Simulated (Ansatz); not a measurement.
Slab of fluorite Sn2Ir (111), 6 layers

The slab is cut from the fluorite crystal, which needn't be the stable phase, as relaxed on PAW files (20.88 Å³/atom), with 16 Å of vacuum and a dipole correction:

```xyz
6
Lattice="4.4575 0.0000 0.0000 -2.2288 3.8603 0.0000 0.0000 0.0000 21.4593" Properties=species:S:1:pos:R:3 pbc="T T T"
Sn    0.0000    0.0000    8.0000
Ir    0.0000    2.5735    8.9099
Sn    2.2288    1.2868    9.8198
Sn    0.0000    2.5735   11.6395
Ir    2.2288    1.2868   12.5494
Sn    0.0000    0.0000   13.4593
```

Level of theory: DFT with LDA, scalar-relativistic, in Ansatz 0.2.0; a Γ-centred 9×9×1 k mesh, Fermi–Dirac smearing of 0.08 eV, no spin polarisation. LAPW: all electrons, basis error target 1 meV/atom; PAW: frozen-core files, cutoff 420 eV.

The bulk energy comes from a cell in the slab's orientation on a 9×9×3 mesh. The surface energy is (E(slab) − N·E(bulk))/2A at zero smearing, the mean of both faces; thin slabs carry quantum-size effects.

Spin–orbit coupling is left out, which matters for the heavy atoms. The PAW files were made under PBE.

Q: As cut, the LAPW slab lies 1.939 eV above 6 atoms of bulk. What surface energy is that?

A: Over two faces of 17.21 Å² it is 56.3 meV/Å², and times 16.02 J/m² per eV/Å² that gives γ = 0.903 J/m².

```
method  γ as cut (J/m²)  γ relaxed (J/m²)  Φ as cut (eV)  Φ relaxed (eV)
  LAPW            0.903             0.892           4.59            4.59
```

Q: How do the spacings between the planes relax?

A: From the bottom face up: d12 +1.2 % of 0.910 Å, d23 -6.4 % of 0.910 Å, d34 +0.5 % of 1.820 Å, d45 -6.4 % of 0.910 Å, d56 +1.2 % of 0.910 Å.

Q: A field of 0.2 V/Å is applied along the normal, atoms held. What follows?

A: LAPW finds an induced dipole of 0.1528 e·Å a cell (PAW 0.1528), that is 8.03 Å for 4πα over the area, against 5.37 Å between the outer atoms.

Q: A core hole in the 3d shell of Sn is made on one Sn atom of each kind in every 1×1 cell (PAW hole dataset, neutral cell, valence without spin). What does it cost by layer?

A: layer 1 484.32 eV, layer 3 484.51 eV. Shifts between layers mean more than the absolute values, and a whole layer of holes screens otherwise than one hole.
